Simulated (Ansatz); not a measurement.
Calculated with Ansatz: Cu2SiIrS4, relaxation

The input file (Ansatz 0.2.0, plane waves):

```yaml
crystal:
  lattice:
    - [0.0, 5.32420749, 0.0]
    - [5.32420749, 0.0, 0.0]
    - [2.66210374, 2.66210374, -5.21659926]
  atoms:
    - { symbol: Ir, position: [0.0, 0.0, 0.0] }
    - { symbol: Si, position: [0.5, 0.5, 0.0] }
    - { symbol: Cu, position: [0.75, 0.25, 0.5] }
    - { symbol: Cu, position: [0.25, 0.75, 0.5] }
    - { symbol: S, position: [0.3931, 0.3931, 0.7534] }
    - { symbol: S, position: [0.6069, 0.1465, 0.2466] }
    - { symbol: S, position: [0.8535, 0.8535, 0.7534] }
    - { symbol: S, position: [0.1465, 0.6069, 0.2466] }
  symmetry: { tolerance: 0.0003 }
kpoints:
  mp_grid: { grid: [6, 6, 6], shift: [0, 0, 0] }
magnetization:
  spin_polarized: false
scf:
  occupations: { method: methfessel_paxton, width: 0.2261 }
  lower_state_search: "off"
hamiltonian:
  pseudopotentials: { kind: paw }
  xc: r2scan
basis:
  ecutwfc: 500
  fft_grid_basis: typed
relax:
  max_steps: 60
  cell: { p_target: 0.0 }
output:
  forces: true
  stress: true
  eigenvalues: true
  bader: true
  populations: true
  elf: true
  write_potential: true
  volumetric_format: npy
  dos:
    e_range: [-12, 8]
    de: 0.05
    projected: { site_lists: { Cu: [Cu], Ir: [Ir], S: [S], Si: [Si] } }
checkpoint:
  read: saved_state
```

The command:

```bash
ansatz run input.yaml --threads 2 --pin off --max-ram 3584MiB --backend cpu --events-out ev --progress --plain --runs-dir out
```

Origin of the cell: a known structure type with other elements, at an estimated volume, so it need not be a known compound.

The saved state is a converged single point of the same cell.

Steps («new basis» is an SCF on plane waves selected anew at the same cell):

```csv
step,ΔF (meV/atom),max force component (eV/Å),P (GPa),volume (Å³),SCF iterations,step was
1,0.0,0.567,-5.05,147.88,8,accepted
2,-36.4,0.091,-0.78,141.92,9,accepted
3,-38.9,0.046,0.37,140.38,8,accepted
4,-39.0,0.010,0.05,140.69,6,accepted
5,-39.0,0.002,0.01,140.74,6,accepted
6,-38.9,0.002,0.00,140.74,8,new basis
```

Before:

Space group I-42m (No. 121); the run's cell has a = 5.324 Å, b = 5.324 Å, c = 6.433 Å, α = 65.56°, β = 65.56°, γ = 90.00°. Shortest distances: S–Si 2.16 Å, Cu–S 2.30 Å, Ir–S 2.40 Å, S–S 3.47 Å.

The relaxed structure.

Space group I-42m (No. 121); the run's cell has a = 5.368 Å, b = 5.368 Å, c = 6.186 Å, α = 64.29°, β = 64.29°, γ = 90.00°. Shortest distances: S–Si 2.15 Å, Cu–S 2.29 Å, Ir–S 2.30 Å, S–S 3.46 Å.

```xyz
8
Lattice="0.0000 5.3678 0.0000 5.3678 0.0000 0.0000 2.6839 2.6839 -4.8844" Properties=species:S:1:pos:R:3 pbc="T T T"
Ir    0.0000    0.0000    0.0000
Si    2.6839    2.6839    0.0000
Cu    2.6839    5.3678   -2.4422
Cu    5.3678    2.6839   -2.4422
S     4.0890    4.0890   -3.7213
S     1.4051    3.9628   -1.1632
S     6.6467    6.6467   -3.7213
S     3.9628    1.4051   -1.1632
```

```
Free energy lowered by  : 38.9 meV/atom
Volume change           : -4.83 %
Final pressure          : 0.00 GPa
Relaxation steps listed : 6
```

Caveats: no moments, though an odd count or open d shells may carry them; no spin-orbit coupling, though heavy elements are present; the relaxation held the start's symmetry, so the end may be a saddle point; wide smearing.

It ran for 3.6 min on 2 threads of Arm Neoverse V1, on a shared host, peak memory 0.86 GiB, from a saved density.
